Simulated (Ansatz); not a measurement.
Lu (hcp (Mg type), space group No. 194) at seven volumes, plane-wave PAW PBEsol (Ansatz code), shape and atoms relaxed at each. One row is withheld.

```
V (Å³/atom)  P (GPa)
-----------  -------
24.986          5.53
25.809             ?
26.633          1.61
27.457          0.00
28.281         -1.41
29.104         -2.64
29.928         -3.72
```

Problem. Fit the shown pressures and predict the withheld one.

Solution. P = (3/2)B₀(x^(7/2) − x^(5/2))[1 + (3/4)(B′ − 4)(x − 1)] with x = (V₀/V)^(2/3). Least squares on the six rows gives V₀ = 27.457 Å³/atom, B₀ = 50.0 GPa, B′ = 3.39. At V = 25.809, x = 1.0421 and P = 3.44 GPa. The run itself gave 3.44 GPa.

Space group P6_3/mmc (hcp (Mg type)). Symmetry was held in the PBEsol relaxation. Scalar-relativistic: spin–orbit coupling is off unless named, which matters more the heavier the elements.

Potentials: the later of the program's two PAW sets.
